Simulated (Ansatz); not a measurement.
**SiO2 (rutile): scan of one atom of the cell**

Starting cell, SiO₂ (rutile):

```xyz
6
Lattice="4.2359 0.0000 0.0000 0.0000 4.2359 0.0000 0.0000 0.0000 2.6899" Properties=species:S:1:pos:R:3 pbc="T T T"
Si     2.1179     2.1179     1.3450
Si     0.0000     0.0000     0.0000
O      3.4183     3.4183     1.3450
O      1.3004     2.9355     0.0000
O      2.9355     1.3004     0.0000
O      0.8176     0.8176     1.3450
```

In each cell atom 5 (O, nearest neighbour Si at 1.774 Å; its periodic images, 2.7 Å or more away, move with it) moves by s·(1.000, 0.000, 0.000) (along Cartesian x), the rest being held.

Method: PBE (plane waves to 420 eV, PAW, scalar-relativistic; Ansatz, a first-principles code). k mesh 6×6×10 (Γ-centred), Fermi-Dirac smearing 0.05 eV. E stands for the smeared free energy. Stress and pressure are positive under compression. F∥ is the force on the atom along that direction. F⊥ is the part of the force across the line. SiO2 was relaxed with its symmetry unable to fall. The PAW data are Ansatz's earlier set. The zero of ΔE is the undisplaced structure.

| s (Å) | ΔE (meV/cell) | |F⊥| (eV/Å) | P (GPa) | F∥ (eV/Å) |
|---|---|---|---|---|
| -0.180 | 332 | 1.717 | 5.07 | 3.678 |
| -0.144 | 213 | 1.362 | 3.74 | 2.949 |
| -0.108 | 120 | 1.015 | 2.56 | 2.215 |
| -0.072 | 53 | 0.674 | 1.53 | 1.478 |
| -0.036 | 13 | 0.336 | 0.68 | 0.740 |
| 0.000 | 0 | 0.000 | 0.00 | 0.000 |
| 0.036 | 13 | 0.338 | -0.50 | -0.739 |
| 0.072 | 53 | 0.681 | -0.81 | -1.478 |
| 0.108 | 120 | 1.034 | -0.93 | -2.218 |
| 0.144 | 213 | 1.401 | -0.84 | -2.958 |
| 0.180 | 333 | 1.789 | -0.54 | -3.699 |

Key numbers:

The energy at s = 0.180 Å is 333 meV/cell and the force along the line at s = -0.180 Å is 3.68 eV/Å. The force constant k = d²E/ds² at s = 0 (finite differences) is 20.5 eV/Å². Shape of the curve: a single well with its minimum at or next to zero displacement. Harmonic estimate at the end of the scan: ½ks² = 333 meV/cell against the computed 333 meV/cell, so the well is close to harmonic there.

(For displaced atoms, the force is minus the slope of the energy, and its curvature is a force constant, which sets phonon frequencies.)
